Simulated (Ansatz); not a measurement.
An Ansatz (a quantum-chemistry and plane-wave program) run. Input:

Ansatz 0.2 input:
```yaml
crystal:
  lattice:
    - [4.5969349422, 0.0, 0.0]
    - [0.0, 4.5969349422, 0.0]
    - [0.0, 0.0, 2.953557168]
  atoms:
    - { symbol: Ti, position: [0.0, 0.0, 0.0] }
    - { symbol: Ti, position: [0.5, 0.5, 0.5] }
    - { symbol: O, position: [0.3046316451, 0.3046316451, 0.0] }
    - { symbol: O, position: [0.8046316451, 0.1953683549, 0.5] }
    - { symbol: O, position: [0.1953683549, 0.8046316451, 0.5] }
    - { symbol: O, position: [0.6953683549, 0.6953683549, 0.0] }
kpoints:
  mp_grid: { grid: [4, 4, 6] }
hamiltonian:
  xc: hse06
  pseudopotentials: { kind: paw }
scf:
  n_extra_bands: 6
  occupations: { method: fixed }
output:
  eigenvalues: true
  eigenstates:
    e_range: [-9.0, 11.3]
    kpoints:
      - [0.0, 0.0, 0.0]  # VBM
      - [0.0, 0.0, 0.0]  # CBM
      - [0.0, 0.0, 0.0]  # GAMMA
      - [0.0, 0.0, 0.5]  # Z
      - [0.5, 0.5, 0.0]  # M
      - [0.5, 0.5, 0.5]  # A
      - [0.0, 0.5, 0.5]  # R
      - [0.0, 0.5, 0.0]  # X
```

Output (shortened):

```
Pseudopotential: Ti, paw, valence charge 12
Pseudopotential: O, paw, valence charge 6
Functional definition: HSE06
davidson cushion auto → on  (no smearing: the cushion is to keep the highest requested band from converging to the state above it …
Crystal: 6 atoms, lattice volume = 62.414 Å³
Basis set: ecut = 420 eV, 1217 PW (Γ)
Bands: 30, of which v1, the nominal top of the filled ones, is band 24 counted from 1 (23 counted from 0)
Symmetry: 16 space group operations
Space group: P42/mnm (ITA 136), of the structure as read, at distance tolerance 4.0e-5 Å
k-points: 24 of 96
SCF iter   1: F=—  HF=-7277.288077 eV  |F-HF|=—  |Δ(HF+E_count)|=         —  Δρ=2.15e-3  dr2=1.43e-3  ethr=1.77e-3  ⟨swp⟩=5.0  Hψ=3021  notcnv=0
preconditioner: auto → none
SCF iter   2: F=—  HF=-7277.290544 eV  |F-HF|=—  |Δ(HF+E_count)|=   2.47e-3  Δρ=1.87e-3  dr2=1.57e-3  ethr=2.97e-6  ⟨swp⟩=4.8  Hψ=2773  notcnv=0
SCF iter   3: F=—  HF=-7277.290575 eV  |F-HF|=—  |Δ(HF+E_count)|=   3.12e-5  Δρ=1.03e-3  dr2=6.02e-4  ethr=2.97e-6  ⟨swp⟩=3.5  Hψ=1885  notcnv=0
SCF iter   4: F=-7277.290628 eV  HF=-7277.290644 eV  |F-HF|=1.61e-5  |Δ(HF+E_count)|=   6.90e-5  Δρ=4.41e-4  dr2=8.76e-5  ethr=1.25e-6  ⟨swp⟩=2.1  Hψ=1587  notcnv=0
SCF 1 stopped early in 4 iterations: F = -7277.290628 eV  dr2 = 8.76e-5
Crystal: 6 atoms, lattice volume = 62.414 Å³
Exchange kernel: α = 0.2500, screened, ω = 0.2079 Å⁻¹, Wigner–Seitz truncation, v(0) = 1042.6816 eV·Å³, q-mesh 4×4×6, nearest image of the exchange supercell L …
Frozen-core exchange: fock
SCF iter   1: F=—  HF=-7276.081881 eV  |F-HF|=—  |Δ(HF+E_count)|=         —  Δρ=3.60e-2  dr2=1.12e0  ethr=1.83e-6  ⟨swp⟩=7.1  Hψ=4131  notcnv=0
preconditioner: auto → none
SCF iter   2: F=—  HF=-7275.946842 eV  |F-HF|=—  |Δ(HF+E_count)|=   1.35e-1  Δρ=3.65e-2  dr2=8.15e-1  ethr=1.83e-6  ⟨swp⟩=7.0  Hψ=3679  notcnv=0  defer=4
SCF iter   3: F=—  HF=-7275.779011 eV  |F-HF|=—  |Δ(HF+E_count)|=   1.68e-1  Δρ=5.00e-3  dr2=2.17e-2  ethr=1.83e-6  ⟨swp⟩=5.5  Hψ=3323  notcnv=0
SCF iter   4: F=—  HF=-7275.826637 eV  |F-HF|=—  |Δ(HF+E_count)|=   4.76e-2  Δρ=4.16e-3  dr2=1.47e-2  ethr=1.83e-6  ⟨swp⟩=4.0  Hψ=2682  notcnv=0
SCF iter   5: F=—  HF=-7275.822965 eV  |F-HF|=—  |Δ(HF+E_count)|=   3.67e-3  Δρ=8.06e-4  dr2=1.62e-4  ethr=1.83e-6  ⟨swp⟩=4.2  Hψ=2455  notcnv=0
SCF iter   6: F=-7275.823500 eV  HF=-7275.823510 eV  |F-HF|=9.53e-6  |Δ(HF+E_count)|=   5.45e-4  Δρ=2.41e-4  dr2=2.00e-5  ethr=2.56e-7  ⟨swp⟩=3.7  Hψ=2271  notcnv=0
SCF 2 stopped early in 6 iterations: F = -7275.823500 eV  dr2 = 2.00e-5
hybrid outer 1: dexx = +5.569e-2 eV, tail = 1.88e-4 eV
Crystal: 6 atoms, lattice volume = 62.414 Å³
Exchange kernel: α = 0.2500, screened, ω = 0.2079 Å⁻¹, Wigner–Seitz truncation, v(0) = 1042.6816 eV·Å³, q-mesh 4×4×6, nearest image of the exchange supercell L …
Frozen-core exchange: fock
SCF iter   1: F=—  HF=-7275.822118 eV  |F-HF|=—  |Δ(HF+E_count)|=         —  Δρ=1.88e-4  dr2=2.13e-5  ethr=1.96e-6  ⟨swp⟩=3.0  Hψ=1779  notcnv=0
preconditioner: auto → none
iter 2 solved again at ethr=7.71e-10 eV; its pass at ethr=4.13e-8 eV (dr2=3.70e-7 eV) is discarded
SCF iter   2: F=—  HF=-7275.822114 eV  |F-HF|=—  |Δ(HF+E_count)|=   3.95e-6  Δρ=3.57e-5  dr2=9.28e-7  ethr=7.71e-10  ⟨swp⟩=3.0  Hψ=3804  notcnv=0
SCF iter   3: F=—  HF=-7275.822119 eV  |F-HF|=—  |Δ(HF+E_count)|=   4.39e-6  Δρ=1.97e-5  dr2=1.33e-7  ethr=7.71e-10  ⟨swp⟩=4.6  Hψ=2446  notcnv=0  defer=16
SCF iter   4: F=-7275.822118 eV  HF=-7275.822118 eV  |F-HF|=3.28e-9  |Δ(HF+E_count)|=   4.63e-8  Δρ=4.09e-6  dr2=1.69e-8  ethr=2.35e-10  ⟨swp⟩=3.0  Hψ=2141  notcnv=0
SCF 3 converged in 4 iterations: F = -7275.822118 eV  dr2 = 1.69e-8
hybrid outer 2: dexx = +4.642e-6 eV, tail = 8.52e-8 eV, Δε = 3.22e-3 eV (about 8.21e-5 eV left of the loop's levels)
NSCF: frozen V_eff on 8 k-points
hybrid SCF converged: 2 outer / 10 inner (+4 warm-up), last move |dexx| = 4.64e-6 eV, tail = 8.52e-8 eV
Stability not checked (fock_operator)
Free energy (F): -7275.822118 eV
Frozen-core exchange: fock
Harris-Foulkes:  -7275.822118 eV  (|F-HF|=3.28e-9)
Internal energy: -7275.822118 eV  (E = F + TS)
E sigma→0 (E₀):  -7275.822118 eV
Fermi energy:    8.188192 eV
--- Per-component energies (eV) ---
  E_band       = -505.821770
  E_kinetic    = 1249.620288
  E_local      = -3063.415313  (includes V_loc(G=0)·N_el)
  E_nonlocal   = 185.211765
  E_hartree    = 1161.056962
  E_xc         = -396.703792
  E_vxc        = -498.041185  (∫ρ·V_xc dr)
  E_exx        = -157.042350  (= α·E_x^exact, valence–valence)
  E_paw        = -2658.235157  (= ΣΔE_a)
  E_vpaw       = -387.234937  (= ΣTr[D̂ρ^β])
  E_aug_tail   = 0.010023  (compensation charges beyond the density's cutoff)
  E_ewald      = -3595.874028
  E_core_change = -0.450516  (= ΣΔE_core)
  E_smearing   =  0.000000  (= −TS)
  E_closure    =  0.000000  (closes the sum)
  Σ components = -7275.822118   (vs F -7275.822118, Δ=0.00e0)
  [band-id]    e_kinetic+e_local+e_nonlocal+2·e_hartree+e_vxc+2·e_exx+e_vpaw+e_augmentation_tail = -505.820136   (vs E_band -505.821770, Δ=1.63e-3)
--- Band table (eV; the first three rows and the last of 24) ---
  k-point 0: bands = ["-53.0178", "-52.9996", "-27.6931", "-27.6931", "-27.5134", "-27.5134", "-27.4643", "-27.4201", "-11.7812", "-10.5324", "-9.7203", "-9.7203", "1.8767", "2.3564", "2.8555", "3.9863", "3.9863", "5.3617", "5.3617", "5.9958", "7.4409", …
  k-point 1: bands = ["-53.0059", "-52.9902", "-27.6609", "-27.6609", "-27.5873", "-27.5507", "-27.5080", "-27.5080", "-11.4769", "-10.3627", "-9.8631", "-9.8631", "2.2982", "2.6677", "3.2107", "3.7354", "3.7354", "5.1877", "5.8794", "5.8794", "6.3881", …
  k-point 2: bands = ["-52.9812", "-52.9721", "-27.8246", "-27.8054", "-27.5893", "-27.5893", "-27.5033", "-27.5033", "-10.7817", "-10.1466", "-10.1466", "-10.0947", "3.1742", "3.2397", "3.7953", "3.7953", "4.0152", "4.2208", "4.8283", "6.0249", "6.0249", …
  k-point 23: bands = ["-52.9658", "-52.9658", "-27.9338", "-27.9338", "-27.5390", "-27.5390", "-27.5184", "-27.5184", "-10.3839", "-10.3839", "-10.0710", "-10.0710", "3.0519", "3.0519", "3.1438", "3.1438", "4.3237", "4.3237", "5.1989", "5.1989", "6.8317", …
```

Cost: roughly 3 core-minutes on shared cores.

The points marked VBM and CBM come from a semilocal run.

Space group P4_2/mnm (rutile). The cell was relaxed with r²SCAN under the symmetry of its start. No spin polarisation was allowed.

Potentials: the later of the program's two PAW sets.

Ansatz is a plane-wave DFT program.
